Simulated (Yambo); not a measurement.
Yambo run on CaTiF6 (space group R-3m, No. 166, within 0.06 Å of Fm-3m). The wavefunctions come from this Quantum ESPRESSO step (LDA, PseudoDojo standard norm-conserving files, scalar-relativistic):

```
&CONTROL
  calculation = 'nscf'
  pseudo_dir = './pseudo'
  outdir = './out'
/
&SYSTEM
  ibrav = 0
  nat = 8
  ntyp = 3
  ecutwfc = 84.0
  ecutrho = 336.0
  occupations = 'fixed'
  force_symmorphic = .true.
  nbnd = 210
/
&ELECTRONS
  conv_thr = 8e-09
  diago_full_acc = .true.
  diago_thr_init = 1e-08
/
ATOMIC_SPECIES
F 18.9984 F.upf
Ca 40.0780 Ca.upf
Ti 47.8670 Ti.upf
CELL_PARAMETERS angstrom
  2.912244934000   1.681385397000   4.781177000000
 -2.912244934000   1.681385397000   4.781177000000
  0.000000000000  -3.362770793000   4.781177000000
ATOMIC_POSITIONS crystal
F   0.772918000000   0.772918000000   0.227890000000
F   0.227082000000   0.227082000000   0.772110000000
F   0.227890000000   0.772918000000   0.772918000000
F   0.772110000000   0.227082000000   0.227082000000
F   0.772918000000   0.227890000000   0.772918000000
F   0.227082000000   0.772110000000   0.227082000000
Ca   0.500000000000   0.500000000000   0.500000000000
Ti   0.000000000000   0.000000000000   0.000000000000
K_POINTS automatic
2 2 2 0 0 0
```

Yambo input:

```
rim_cut
gw0
dyson
el_el_corr
HF_and_locXC
ppa
em1d
RandQpts= 1000000
RandGvec= 1 Ry
EXXRLvcs= 84 Ry
VXCRLvcs= 336 Ry
Chimod= "HARTREE"
% BndsRnXp
 2 | 209 |
%
NGsBlkXp= 7 Ry
% LongDrXp
 1.0 | 1.0 | 1.0 |
%
PPAPntXp= 27.2114 eV
% GbndRnge
 1 | 209 |
%
GTermKind= "BG"
DysSolver= "n"
ExtendOut
% QPkrange
 1 | 1 | 32 | 33 |
 2 | 2 | 32 | 33 |
 3 | 3 | 32 | 33 |
 4 | 4 | 32 | 33 |
%
```

k points by index: 1 = Γ, 2 = L, 3 = F, 4 = Z.

The o-*.qp file then holds:

```
#    K-point    Band    Eo [eV]    E [eV]    E-Eo [eV]    Vxc [eV]    Vnlxc [eV]    Sc|Eo [eV]    Sc|E [eV]    dSc/dw|Eo [eV]    Re(Z)    Im(Z)
#
    1    32    0.000000    -2.106343    -2.106343    -22.68010    -30.48620    5.162713    5.699764    -6.937508    0.796843    -0.001302
    1    33    4.823234    7.555103    2.731869    -20.98245    -12.68854    -4.919634    -5.562048    -6.398504    0.809622    -0.001395
    2    32    -0.139587    -2.264009    -2.124422    -22.42194    -30.24087    5.153221    5.694504    -6.932672    0.796956    -0.001283
    2    33    4.950509    7.678692    2.728183    -21.44351    -13.17342    -4.887335    -5.541908    -6.528402    0.806505    -0.001447
    3    32    -0.003836    -2.107836    -2.103999    -22.66884    -30.47438    5.165295    5.701543    -6.934851    0.796905    -0.001287
    3    33    4.829825    7.570459    2.740635    -20.98193    -12.66049    -4.935945    -5.580806    -6.402340    0.809530    -0.001378
    4    32    -0.133405    -2.258578    -2.125173    -22.43216    -30.25038    5.151736    5.693046    -6.930563    0.797005    -0.001292
    4    33    4.949992    7.675914    2.725922    -21.44657    -13.17631    -4.890410    -5.544332    -6.527308    0.806531    -0.001468
```
(The two width columns are left out.) Convergence of these settings isn't established.

Geometry of the Materials Project entry, not relaxed at this level.
